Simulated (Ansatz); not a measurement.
Data:

CuI:
Space group Pm-3m (No. 221); a = 3.6499 Å, b = 3.6499 Å, c = 3.6499 Å, α = 90.00°, β = 90.00°, γ = 90.00°

```json
[
 {"atom": "Cu", "site": "1a", "symmetry": "m-3m", "x": "0.0000", "y": "0.0000", "z": "0.0000"},
 {"atom": "I", "site": "1b", "symmetry": "m-3m", "x": "0.5000", "y": "0.5000", "z": "0.5000"}
]
```

This is the PBE-relaxed structure.

All from the program Ansatz at the PBE level (PAW), unless another level is named. Give the electronic character.

metallic (no gap).

Predict the formation energy from the elements (no fitted shifts).

0.57 eV/atom.

Give the gap with spin–orbit coupling.

none (metallic).

The start of the workflow was typed in or built on a structure type; neither database checked (COD, Materials Project) lists it. It is not the phase usual at ambient conditions (space group No. 216). Symmetry was held in the PBE relaxation; its stability against distortions is not shown here. The workflow began spin-polarised and lost its moments. Its formation energy is positive at this level, so the cell may be metastable or incomplete. The references are the lowest solids computed at this level, not always the standard phases. Spin–orbit coupling is left out wherever it is not named.

Potentials: the earlier of the program's two PAW sets.
